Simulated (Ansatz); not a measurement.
**ZrB (Fm-3m), clamped-ion strain scan**

All numbers below come from Ansatz, DFT r2SCAN, scalar-relativistic, plane waves, PAW. Settings: plane waves to 500 eV, k-mesh 18×18×18 (Γ-centred), Gaussian smearing 0.15 eV. No spin polarisation. Energies are free energies at this smearing, counted from the undisturbed cell; pressure is positive in compression.

The starting cell (as given, not relaxed at this level; it stands at 36.6 GPa, and it needn't be the usual structure):

```
CELL_PARAMETERS angstrom
0.00000 2.32500 2.32500
2.32500 0.00000 2.32500
2.32500 2.32500 0.00000
ATOMIC_POSITIONS crystal
Zr 0.00000 0.00000 0.00000
B 0.50000 0.50000 0.50000
```

The cell is strained by ε times the Voigt pattern (0, 0, 0, 0, 1, 0) (xx, yy, zz, yz, xz, xy; engineering shear) with fractional coordinates fixed. The cell is metallic on the mesh throughout. At 37 GPa the given cell is far from its own equilibrium, so these figures belong to a strongly strained crystal.

```tsv
ε	ΔE (meV/atom)
-0.0600	11.4
-0.0300	2.9
0.0000	0.0
0.0150	0.7
0.0450	6.5
```

Q: Predict the pressure (GPa) at each point.

A:
```tsv
ε	pressure (GPa)
-0.0600	36.8
-0.0300	36.7
0.0000	36.6
0.0150	36.7
0.0450	36.7
```